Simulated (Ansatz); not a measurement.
TaSi$_{2}$ in space group P6/mmm (No. 191; Ta on 1a, Si on 2d) under volume change, the program Ansatz at the PBE level (PAW), shape and atoms relaxed at each volume.

```tsv
V (Å³/atom)	E − E(relaxed) (meV/atom)	P (GPa)
13.500	70.3	18.44
13.945	29.4	11.19
14.391	7.0	5.15
14.836	0.0	-0.01
15.281	6.3	-4.40
15.726	23.8	-8.11
16.171	50.8	-11.20
```

Task: What does a third-order Birch–Murnaghan fit give for V₀, B₀ and B′?

Result: V₀ = 14.83 Å³/atom, B₀ = 158 GPa, B′ = 4.5.

The cell is a constructed one: a structure type filled with these elements; neither database checked (COD, Materials Project) lists it. COD files the formula under space group No. 180, 181, so this cell is another polymorph or a model. Whether it is the stable phase at ambient conditions was not checked. The PBE relaxation kept the symmetry of its start; whether a distortion lowers the energy is not shown. No spin polarisation was allowed. Spin–orbit coupling is left out wherever it is not named.

Potentials: the later of the program's two PAW sets.
